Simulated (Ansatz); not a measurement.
**Si$_{2}$W: computed property card**

Si2W:
```yaml
crystal:
  lattice:
    - [4.57589, 0.00000, 0.00000]
    - [-2.28795, 3.96284, 0.00000]
    - [0.00000, 0.00000, 6.60326]
  atoms:
    - { symbol: Si, position: [0.83619, 0.67239, 0.50000] }
    - { symbol: Si, position: [0.16381, 0.83619, 0.83333] }
    - { symbol: Si, position: [0.32761, 0.16381, 0.16667] }
    - { symbol: Si, position: [0.16381, 0.32761, 0.50000] }
    - { symbol: Si, position: [0.83619, 0.16381, 0.83333] }
    - { symbol: Si, position: [0.67239, 0.83619, 0.16667] }
    - { symbol: W, position: [0.00000, 0.50000, 0.16667] }
    - { symbol: W, position: [0.50000, 0.00000, 0.50000] }
    - { symbol: W, position: [0.50000, 0.50000, 0.83333] }
```

Space group P6_222 (No. 180); conventional cell a = b = 4.5759 Å, c = 6.6033 Å, α = β = 90.00°, γ = 120.00°.

Method: PBEsol (plane waves, PAW; program Ansatz). Structure relaxed to zero pressure with the same functional. Other levels are named where they apply.

### Cell and energy

* **Volume per atom**: 13.30 Å³
* **Density**: 9.99 g/cm³
* **Formation energy from the elements (no fitted shifts)**: -0.38 eV/atom

### Electronic structure

Electronic character: no gap, with almost no states at the Fermi level (zero-gap or semimetallic)
Density of states at the Fermi level: 0.00 states/eV per atom (mean over ±0.08 eV)
Gap with spin–orbit coupling: none (metallic)

### Mechanics

- Bulk modulus (Birch–Murnaghan fit): 234 GPa
- Pressure derivative B′: 4.4
- Elastic constants (relaxed ions, GPa): C11 = 452, C12 = 86.6, C13 = 149, C33 = 440, C44 = 146
- Mechanical stability: stable (all eigenvalues of C positive)
- Hill bulk and shear moduli: 234 and 157 GPa
- Young's modulus: 386 GPa
- Poisson's ratio: 0.23
- Debye temperature from the elastic constants: 552 K

### Phonons

- Highest zone-centre frequency = 419 cm⁻¹
- Zone-centre stability = no imaginary mode at Γ

The first step of the workflow began from a Materials Project structure, measured or hypothetical; the Crystallography Open Database copy checked does not list it. It is not the phase usual at ambient conditions (space group No. 139). The cell was relaxed with PBEsol under the symmetry of its start. The run is not spin-polarised. As this level gives no gap, shear constants depend on the k-mesh and smearing (Fermi–Dirac, 0.1 eV here). As this level gives no gap, phonon frequencies hold no LO–TO term and depend on the k-mesh and smearing (Fermi–Dirac, 0.1 eV here). The references are the lowest solids computed at this level, not always the standard phases. Scalar-relativistic: spin–orbit coupling is off unless named, which matters more the heavier the elements.

Potentials: the later of the program's two PAW sets.
